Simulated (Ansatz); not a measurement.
SiC:
```yaml
crystal:
  lattice:
    - [3.05642, 0.00000, 0.00000]
    - [-1.52821, 2.64694, 0.00000]
    - [0.00000, 0.00000, 5.01579]
  atoms:
    - { symbol: Si, position: [0.66667, 0.33333, 0.00051] }
    - { symbol: Si, position: [0.33333, 0.66667, 0.50051] }
    - { symbol: C, position: [0.66667, 0.33333, 0.62469] }
    - { symbol: C, position: [0.33333, 0.66667, 0.12469] }
```

Relaxed with LDA. Special points in fractions of this cell's reciprocal vectors: Γ (0.000, 0.000, 0.000); M (0.500, 0.000, 0.000); K (0.333, 0.333, 0.000); A (0.000, 0.000, 0.500); L (0.500, 0.000, 0.500); H (0.333, 0.333, 0.500).

Q: List the band energies nearest the valence-band maximum at these points for LDA (plane waves, PAW; program Ansatz).

A: In eV from the valence-band maximum; about four levels below and three above (degenerate sets whole), none deeper than 8.9 eV; points with the same levels are listed once.

```csv
k,below,above
Γ,-1.33 -1.33 -0.11 0.00 0.00,4.92 6.41 6.68 6.68
M,-5.51 -3.37 -3.36 -1.20,2.72 4.17 6.95
K,-6.25 -6.25 -4.11 -4.11 -3.90,2.13 8.11 8.85 8.85
A,-0.72 -0.72 -0.72 -0.72,5.99 5.99 7.36 7.36 7.36 7.36
L,-2.47 -2.47 -2.35 -2.35,3.26 3.26 5.24 5.24
H,-5.76 -5.76 -1.75 -1.75,5.11 5.11 5.94 5.94
```

Space group P6_3mc (wurtzite). The LDA relaxation kept the symmetry of its start; phonons on a q-mesh show no instability.

Potentials: the later of the program's two PAW sets.
